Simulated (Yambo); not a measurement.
**How GW settings move the gap: RbPbF₃**

G0W0@PBEsol for RbPbF3 (cubic perovskite, space group Pm-3m, No. 221) in Yambo. Reference settings: 2×2×2 Γ-centred k mesh, 332 bands and a 7 Ry block in the screening, 332 bands in G with the Bruneval-Gonze terminator, plasmon pole fitted at 27.2 eV. The PBEsol gap R → R on this mesh is 1.80 eV; G0W0 gaps are taken between the same points.

| change from the reference | G0W0 gap R → R (eV) | shift of the valence edge (eV) | rough Yambo cost |
|---|---|---|---|
| reference settings | 3.64 | -1.17 | 1 |
| 216 bands in W, 216 bands in G | 3.67 | -1.10 | within a factor of two |
| 216 bands in G | 3.64 | -1.16 | – |
| 158 bands in W | 3.69 | -1.05 | about 1/2 |
| 1 Ry block | 4.09 | -1.68 | within a factor of two |
| 6 Ry block | 3.64 | -1.17 | within a factor of two |
| pole fitted at 55 eV | 3.69 | -1.24 | – |
| no random integration | 3.55 | -0.91 | – |
| 216 bands in G, no terminator | 3.45 | -0.78 | – |
| no terminator | 3.51 | -0.96 | – |

The reference isn't shown to be the converged limit. Costs are rough (shared machines), scaled to the same edge states, and given only for runs that recompute the screening.

The cell is held in this high symmetry; tilts and polar distortions were not searched.

The standard potential for Pb keeps a d shell in the valence without the s and p states of that shell. In tests on such compounds this moved G0W0 gaps by up to about 0.9 eV, so absolute quasiparticle energies here are unreliable; differences between settings are what counts.

Spin-orbit coupling is included.

Geometry of the Materials Project entry, not relaxed at this level; primitive cell a = 4.8617 Å, b = 4.8617 Å, c = 4.8617 Å, α = 90.00°, β = 90.00°, γ = 90.00°.

The structure is a Materials Project entry; no match was found in the copy of COD used, and its stability was not checked.

A shift is the quasiparticle energy of the state minus its PBEsol energy.
